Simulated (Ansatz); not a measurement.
Ga₂Cu in space group P4/mmm (No. 123; Ga on 2h, Cu on 1a), r²SCAN (plane waves, PAW; program Ansatz), all energies at zero smearing, with the estimated change up to a 700 eV cutoff added, with one set of potentials and settings (totals compare only within such a set). Cell of 3 atoms (2 Ga, 1 Cu): -14212.008 eV.

```json
[
 {"element": "Ga", "reference phase": "Cmce, 4 atoms in the cell", "E (eV/atom)": "-3790.2689"},
 {"element": "Cu", "reference phase": "Fm-3m, 1 atoms in the cell", "E (eV/atom)": "-6631.2396"}
]
```

Formation energy per atom, worked out: (-14212.008 − 2×(-3790.2689) − 1×(-6631.2396))/3 = -0.077 eV/atom (-7 kJ per mol of atoms), at 0 K, without zero-point energy or fitted corrections.

The workflow started from a Materials Project entry (that database holds measured and hypothetical structures alike); the Crystallography Open Database files this formula in space group No. 123, but the cells were not matched. Its standing as an ambient phase is unchecked. The r²SCAN relaxation kept the symmetry of its start; whether a distortion lowers the energy is not shown. The run is not spin-polarised. The references are the lowest solids computed at this level, not always the standard phases.

Potentials: the later of the program's two PAW sets.
